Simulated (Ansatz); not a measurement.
AlN (zinc blende, F-43m), PBEsol (plane waves, PAW; program Ansatz). The conduction-band minimum lies at X, with 3 equivalent valleys. Second derivatives d²E/dk² of the lowest band at one valley (eV·Å²), along Cartesian directions:

```tsv
direction	d²E/dk²
[100]	14.60
[010]	23.89
[001]	23.89
[110]	19.24
[101]	19.24
[011]	23.88
```

Q: Find the principal effective masses, the density-of-states mass and the conductivity mass.

A: Off-diagonal terms follow from H_xy = H[110] − (H_xx + H_yy)/2, and m*/mₑ = 7.620 eV·Å² over each eigenvalue: 0.32, 0.32, 0.52. One valley's DOS mass (m₁m₂m₃)^(1/3) = 0.38, conductivity mass 3/(Σ 1/mᵢ) = 0.37 mₑ.

Q: What effective density of states Nc follows at 300 K for parabolic valleys?

A: Nc = 2.509e19 × 3 × (0.38)^(3/2) ≈ 1.8e19 cm⁻³.

The PBEsol relaxation kept the symmetry of its start.

Potentials: the earlier of the program's two PAW sets. The files were generated under PBE; for other functionals the program regenerates the frozen cores, and for LDA and PBEsol the local potential too.

Edges and masses are those of Kohn–Sham bands, whose gap is no quasiparticle gap.
